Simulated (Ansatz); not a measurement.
NiRhN₂:
```
CELL_PARAMETERS angstrom
      1.47024     0.84884     5.79426
     -1.47024     0.84884     5.79426
      0.00000    -1.69769     5.79426
ATOMIC_POSITIONS crystal
  Rh 0.50000 0.50000 0.50000
  Ni 0.00000 0.00000 0.00000
  N  0.89871 0.89871 0.89871
  N  0.10129 0.10129 0.10129
```

Relaxed with r²SCAN.

Problem. Tabulate the valence density and the electron localisation function along the shortest Ni–N contact (1.76 Å), DFT-r²SCAN in the program Ansatz with PAW potentials.

Solution. 

```tsv
distance from Ni (Å)	density (e/Å³)	ELF
0.18	47.23	0.98
0.26	32.39	0.94
0.35	19.54	0.82
0.44	10.73	0.61
0.53	5.62	0.38
0.62	2.98	0.22
0.70	1.75	0.16
0.79	1.25	0.18
0.88	1.12	0.32
0.97	1.22	0.56
1.06	1.47	0.76
1.14	1.88	0.85
1.23	2.44	0.85
1.32	3.07	0.79
1.41	3.59	0.65
1.50	3.81	0.42
1.58	3.70	0.19
```

The density is the valence pseudo-density with augmentation charge, so density and ELF within about 1 Å of a nucleus are not all-electron values.

Space group R-3m. The start of the workflow was typed in or built on a structure type; neither database checked (COD, Materials Project) lists it. Whether it is the stable phase at ambient conditions was not checked. Symmetry was held in the r²SCAN relaxation; whether a distortion lowers the energy is not shown. The workflow began spin-polarised and lost its moments. Its formation energy is positive at this level, so the cell may be metastable or incomplete.

Potentials: the earlier of the program's two PAW sets. The files were generated under PBE; for other functionals the program regenerates the frozen cores, and for LDA and PBEsol the local potential too.
